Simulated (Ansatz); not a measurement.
Space group Fm-3m (No. 225). a = 6.218 Å, b = 6.218 Å, c = 6.218 Å, α = 90.00°, β = 90.00°, γ = 90.00°
```json
{"atom": "Li", "site": "8c", "symmetry": "-43m", "x": "0.2500", "y": "0.7500", "z": "0.7500"}
{"atom": "Li", "site": "4b", "symmetry": "m-3m", "x": "0.5000", "y": "0.0000", "z": "0.0000"}
{"atom": "Au", "site": "4a", "symmetry": "m-3m", "x": "0.0000", "y": "0.0000", "z": "0.0000"}
```

Equation of state of this Li3Au structure (not necessarily the ground state), with shape and atoms relaxed at each volume where symmetry leaves them free. It has no gap at any of these volumes. Computed with DFT PBEsol, scalar-relativistic, plane waves, PAW (Ansatz).

Settings: cutoff 420 eV, Γ-centred mesh 12×12×12 on the computed 4-atom cell, Gaussian smearing of 0.10 eV; no spin polarisation.

| V (Å³/atom) | E − E(largest V) (meV/atom) | P (GPa) |
| --- | --- | --- |
| 14.127 | 0.97 | 2.58 |
| 14.577 | -4.21 | 1.18 |
| 15.028 | -5.77 | -0.01 |
| 15.479 | -4.21 | -1.03 |
| 15.930 | 0.00 | -1.91 |

Q: Fit a third-order Birch–Murnaghan equation to E(V).

A: V0 = 15.02 Å³/atom, B0 = 37 GPa, B0' = 4.2.

Spin-orbit coupling is left out, which matters for the bands of heavy elements.